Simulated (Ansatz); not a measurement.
SnSe2:
```yaml
crystal:
  lattice:
    - [3.82904, 0.00000, 0.00000]
    - [-1.91452, 3.31604, 0.00000]
    - [0.00000, 0.00000, 6.28496]
  atoms:
    - { symbol: Sn, position: [0.00000, 0.00000, 0.00000] }
    - { symbol: Se, position: [0.33333, 0.66667, 0.25038] }
    - { symbol: Se, position: [0.66667, 0.33333, 0.74962] }
```

Relaxed with r²SCAN+D4. Special points in fractions of this cell's reciprocal vectors: Γ (0.000, 0.000, 0.000); M (0.500, 0.000, 0.000); K (0.333, 0.333, 0.000); A (0.000, 0.000, 0.500); L (0.500, 0.000, 0.500); H (0.333, 0.333, 0.500).

List the band energies nearest the valence-band maximum at these points for r²SCAN+D4 in the plane-wave PAW code Ansatz.

In eV from the valence-band maximum; about four levels below and three above (degenerate sets whole), none deeper than 8.9 eV; points with the same levels are listed once.

```tsv
k	below	above
Γ	-0.56 -0.56 -0.27 -0.27 -0.12	1.47 3.60 5.08 5.08
M	-2.85 -2.50 -1.14 -0.26	1.40 4.31 5.85
K	-3.58 -3.58 -3.28 -1.46 -1.46	1.60 6.87 6.87
A	-0.65 -0.65 -0.12 -0.12	2.80 3.54 4.84 4.84
L	-2.34 -1.99 -0.78 -0.61	1.03 4.70 5.23
H	-4.06 -4.06 -3.62 -0.41 -0.41	2.63 5.11 5.11
```

Space group P-3m1 (CdI2 type). The cell was relaxed with r²SCAN+D4 under the symmetry of its start. Scalar-relativistic: spin–orbit coupling is off unless named, which matters more the heavier the elements.

Potentials: the later of the program's two PAW sets.
